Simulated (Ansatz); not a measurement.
```yaml
crystal:
  lattice:
    - [4.3741598387, 0.0, 0.0]
    - [0.0, 4.3741598387, 0.0]
    - [0.0, 0.0, 4.3741598387]
  atoms:
    - { symbol: Ba, position: [0.0, 0.0, 0.0] }
    - { symbol: Cu, position: [0.0, 0.5, 0.5] }
    - { symbol: Cu, position: [0.5, 0.5, 0.0] }
    - { symbol: Cu, position: [0.5, 0.0, 0.5] }
basis:
  ecutwfc: 420
  ecutrho_ratio: 4
kpoints:
  mp_grid: { grid: [8, 8, 8] }
hamiltonian:
  xc: pbesol
scf:
  occupations: { method: gaussian, width: 0.05 }
output:
  forces: true
  stress: true
  eigenvalues: true
```

Q: What does this Ansatz input ask for?

A: It asks for a single-point calculation of BaCu3 with PBEsol (scalar-relativistic), a cutoff of 420 eV (density cutoff 4 times that), a Γ-centred 8×8×8 mesh and Gaussian smearing of 0.05 eV, without spin polarisation. Forces, stress and eigenvalues are wanted.

Q: How large is the problem?

A: 67 valence electrons, 1647 plane waves at Γ, 48 symmetry operations and 35 irreducible k-points; it took 7 SCF iterations in all.

This is a trial structure made by placing the elements on a prototype's sites, so it needn't be the stable form.
